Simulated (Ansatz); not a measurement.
A relaxed database cell of LiBH4: P6₃mc (No. 186), hP12; a = b = 4.1855 Å, c = 7.2302 Å, α = β = 90.00°, γ = 120.00°; Li 2b (0.333, 0.667, 0.108); B 2b (0.667, 0.333, 0.037); H 2b (0.333, 0.667, 0.369); H 6c (0.351, 0.176, 0.094). Level of theory: r2SCAN (plane waves to 500 eV, PAW, scalar-relativistic; Ansatz, a program for electronic structure). Element references, the lowest calculated here: Li (Fm-3m, not the ambient form), H (Pa-3, a generated molecular cell), B (R-3m); gases are represented by their molecular solids.

Total energies (eV/atom, σ → 0; comparable only within this code, potentials and settings):

```csv
phase,E (eV/atom)
LiBH4 (P6₃mc),-71.250
Li (Fm-3m),-205.137
H (Pa-3),-15.945
B (R-3m),-156.554
LiH (Fm-3m),-111.008
LiB3 (P4/mbm),-168.974
```

Q: What is the formation energy of this P6₃mc form of LiBH4 from the elements?

A: E_f = -71.250 − [1 × (-205.137) + 1 × (-156.554) + 4 × (-15.945)] / 6 = -0.34 eV/atom (-2.0 eV per formula unit).

A lower structure of this composition may exist.

Static energies, no anion corrections, no zero-point energy. Values are rounded to 0.01 eV/atom. Not shown to be the ambient phase of their composition (a lower form may be missing, and a cell relaxed within its start's symmetry can be a saddle point): LiBH4 (P6₃mc). The compounds carry no spin polarisation.
